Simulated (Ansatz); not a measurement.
HfGe in space group I4_1md (No. 109; Hf on 4a, Ge on 4a) at seven volumes, plane-wave PAW PBE (Ansatz code), shape and atoms relaxed at each. One row is withheld.

```
V (Å³/atom)  P (GPa)
-----------  -------
18.880         12.33
19.502          7.58
20.125          3.50
20.747          0.00
21.370         -3.00
21.992         -5.58
22.615             ?
```

### Question
Fit the shown pressures and predict the withheld one.

### Answer
P = (3/2)B₀(x^(7/2) − x^(5/2))[1 + (3/4)(B′ − 4)(x − 1)] with x = (V₀/V)^(2/3). Least squares on the six rows gives V₀ = 20.748 Å³/atom, B₀ = 108 GPa, B′ = 4.07. At V = 22.615, x = 0.9442 and P = -7.81 GPa. The run itself gave -7.79 GPa.

The cell is a constructed one: a structure type filled with these elements; neither database checked (COD, Materials Project) lists it. Its standing as an ambient phase is unchecked. The PBE relaxation kept the symmetry of its start; whether a distortion lowers the energy is not shown. The run is not spin-polarised. Scalar-relativistic: spin–orbit coupling is off unless named, which matters more the heavier the elements.

Potentials: the later of the program's two PAW sets.
